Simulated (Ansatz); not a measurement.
Here is the system:

HfN (rock salt, Fm-3m), a = b = c = 4.526 Å, α = β = γ = 90.00°; the cell used has 2 atoms.

This is the r²SCAN-relaxed structure.

Problem. All from the program Ansatz at the r²SCAN level (PAW), unless another level is named. Give the electronic character.

Solution. metallic (no gap).

Problem. Predict the formation energy from the elements (no fitted shifts).

Solution. -1.87 eV/atom.

Problem. Next, the gap with spin–orbit coupling?

Solution. none (metallic).

The r²SCAN relaxation kept the symmetry of its start; of distortions, only those at the zone centre were tested. No spin polarisation was allowed. With an odd number of electrons in the cell and no spin polarisation, the count alone makes it a metal. The references are the lowest solids computed at this level, not always the standard phases (solids in place of the gases). Scalar-relativistic: spin–orbit coupling is off unless named, which matters more the heavier the elements.

Potentials: the earlier of the program's two PAW sets.
